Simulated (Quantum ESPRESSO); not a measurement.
CaZnC2O6 has the trigonal space group R-3, hexagonal axes (No. 148), Pearson symbol hR10. Cell: a = 4.866 Å, b = 4.866 Å, c = 16.332 Å, α = 90.00°, β = 90.00°, γ = 120.00°. C on 6c is surrounded by 3 O at 1.297 Å (trigonal planar). O on 18f has 1 C at 1.297 Å and 1 Zn at 2.132 Å and 1 Ca at 2.401 Å (trigonal planar). Ca on 3a sees 6 O at 2.401 Å (octahedral). Zn on 3b sees 6 O at 2.132 Å (octahedral). (Neighbours: up to the widest gap in distance over summed covalent radii, below 1.35, at either atom; cation-cation contacts left out.)
(The calculation used a cell of 10 atoms; values per cell refer to that cell.)

The geometry is that of Materials Project entry mp-1078391, symmetrised and not relaxed again.

**Question.** What does PBEsol (Quantum ESPRESSO, PseudoDojo norm-conserving, 84 Ry, without SOC) give for the electronic structure near the Fermi level?

**Answer.** The PBEsol gap is indirect, 3.89 eV, from L to Z; the smallest direct gap is 4.82 eV. 

The structure is a Materials Project entry; no match was found in the copy of COD used, and its stability was not checked.
